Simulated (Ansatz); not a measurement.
Structure relaxation, TaAs

The start is a relaxed TaAs cell deformed by the Cartesian strain tensor (xx, yy, zz, yz, xz, xy) = (0.100, 0.011, 0.063, 0.021, 0.030, -0.133). A full variable-cell relaxation at zero pressure is run with r2SCAN (plane waves to 500 eV, PAW, scalar-relativistic; Ansatz, a first-principles code). The first steps use a coarse 7×7×10 k-mesh.

Initial structure:
```yaml
crystal:
  lattice:
    - [-1.94625, 2.09175, 6.20958]
    - [2.29762, -1.84579, 6.24056]
    - [1.48848, 1.38802, -6.13730]
  atoms:
    - { symbol: Ta, position: [0.99928, 0.99928, 0.00000] }
    - { symbol: Ta, position: [0.74928, 0.24928, 0.50000] }
    - { symbol: As, position: [0.41672, 0.41672, 0.00000] }
    - { symbol: As, position: [0.16672, 0.66672, 0.50000] }
```

**Question.** How large is the pressure on the unrelaxed cell, and of which sign?

**Answer.** -8 GPa (negative: the cell is under tension).

**Question.** Which atoms feel the largest initial force, and how large is it?

**Answer.** About 1.9 eV/Å, on Ta1 (atoms numbered as listed).

**Question.** Is the parent structure recovered?

**Answer.** It relaxes back to the parent, I4₁md (No. 109).

**Question.** What band gap does the relaxed structure have at this level?

**Answer.** No gap on the sampled points, where the bands overlap only slightly; such a result is sensitive to mesh and level.

Final values are on a 19×19×19 k-mesh of the relaxed cell. No spin polarisation in the result.
